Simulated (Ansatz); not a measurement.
Relaxing a structure of CoSi2

The start is a generated cell, CoSi2 placed in the C54 structure type. The cell and all atomic positions are relaxed at zero pressure with PBE (plane waves to 420 eV, PAW, scalar-relativistic; Ansatz, a quantum-chemistry and plane-wave program). The first steps use a coarse 7×7×7 k-mesh.

Input geometry:
```
CELL_PARAMETERS angstrom
      0.00000     3.89481     4.02832
      2.26138     0.00000     4.02832
      2.26138     3.89481     0.00000
ATOMIC_POSITIONS crystal
  Si 0.66350 0.33650 0.66350
  Si 0.33650 0.66350 0.33650
  Si 0.58650 0.91350 0.58650
  Si 0.91350 0.58650 0.91350
  Co 0.00000 0.00000 0.00000
  Co 0.25000 0.25000 0.25000
```
Spin-polarised start, with parallel moments on Co.

Q: What pressure does the first self-consistent step give?

A: +4 GPa (positive: the cell is compressed).

Q: What is the largest force in the starting geometry, and on which atom (counted from 1)?

A: About 0.5 eV/Å, on Si1, Si2, Si3, Si4 (atoms numbered as listed).

Q: How does the volume per atom move from start to end?

A: +1.3 %, from 11.83 to 11.98 Å³/atom.

Q: What magnetic moments remain?

A: Zero (the starting moments vanished).

Q: Write out the relaxed structure.

A: 
Space group Fddd, origin choice 1 (No. 70); a = 4.1846 Å, b = 7.5336 Å, c = 9.1202 Å, α = β = γ = 90.00°

```json
[
 {"atom": "Si", "site": "16f", "symmetry": ".2.", "x": "0.0000", "y": "0.3330", "z": "0.0000"},
 {"atom": "Co", "site": "8a", "symmetry": "222", "x": "0.0000", "y": "0.0000", "z": "0.0000"}
]
```
(The calculation used a cell of 6 atoms; values per cell refer to that cell.)

The space group stays Fddd (No. 70) (the run could not lower it), with 6 atoms in the primitive cell. Final values are on a 12×12×12 k-mesh of the relaxed cell. No spin polarisation in the result: the starting moments vanished. A magnetic state may lie lower.

The run could not lose the symmetry of its start: the end is stationary, and may be a saddle point rather than a minimum.

The relaxed structure here is a generated cell of CoSi2: the first start was made by placing the elements on the sites of a structure type, and the end was not matched to a known phase here, so it may be hypothetical. Known forms of CoSi2 include space group No. 225.
